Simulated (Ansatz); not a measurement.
Method: DFT PBE, scalar-relativistic, plane waves, PAW in Ansatz 0.2.0. All cells share a 420 eV cutoff and Γ-centred k meshes spaced about 0.3 Å⁻¹ or finer (0.25 for metals, 2π included). No spin polarisation.

Temperature and zero-point effects are left out.

Compare these two cells of Mg3Sn3N, each relaxed at this level.

A.

```
CELL_PARAMETERS angstrom
3.30377 0.00000 0.00000
-1.65188 2.86115 0.00000
0.00000 0.00000 15.76664
ATOMIC_POSITIONS crystal
Mg 0.33333 0.66667 0.06276
Mg 0.66667 0.33333 0.93197
Mg 0.33333 0.66667 0.75924
Sn 0.66667 0.33333 0.41435
Sn 0.00000 0.00000 0.59549
Sn 0.00000 0.00000 0.23710
N 0.00000 0.00000 0.99909
```

B.

```
CELL_PARAMETERS angstrom
3.31523 0.00000 0.00000
-1.65762 2.87108 0.00000
0.00000 0.00000 15.39197
ATOMIC_POSITIONS crystal
Mg 0.66667 0.33333 0.40847
Mg 0.33333 0.66667 0.06926
Mg 0.66667 0.33333 0.93560
Sn 0.00000 0.00000 0.57663
Sn 0.00000 0.00000 0.24668
Sn 0.33333 0.66667 0.76027
N 0.00000 0.00000 0.00310
```

**Question.** Which placement of the atoms is lower in energy, and by how much?

**Answer.** B is lower, by 42 meV/atom. The two share one framework of sites and differ in which element sits where. A has space group P3m1 (No. 156), 21.3 Å³/atom and no gap on its mesh; B has space group P3m1 (No. 156), 20.9 Å³/atom and no gap. Counting Mg or Sn atoms around N (for each partner element, those within 1.25 times its shortest distance or 1.15 times the sum of covalent radii, where it is the nearest in units of that sum or under 1.3), A and B both have N 6. In A, Mg on its first site has 3 N at 2.16 Å, 3 Mg at 2.81 Å, 6 Mg at 3.30 Å and 3 Sn at 3.35 Å; Sn on its first site has 12 Sn at 3.30–3.43 Å; around N lie 6 Mg at 2.16–2.18 Å, 6 N at 3.30 Å and 1 Sn at 3.75 Å; 4 more sites not described. In B, Mg on its first site has 6 Sn at 3.14–3.22 Å and 6 Mg at 3.32 Å; Sn on its first site has 3 Mg at 3.22 Å and 9 Sn at 3.32–3.41 Å; around N lie 6 Mg at 2.17–2.18 Å, 6 N at 3.32 Å and 1 Sn at 3.75 Å; 4 more sites not described. Both come from invented guesses.
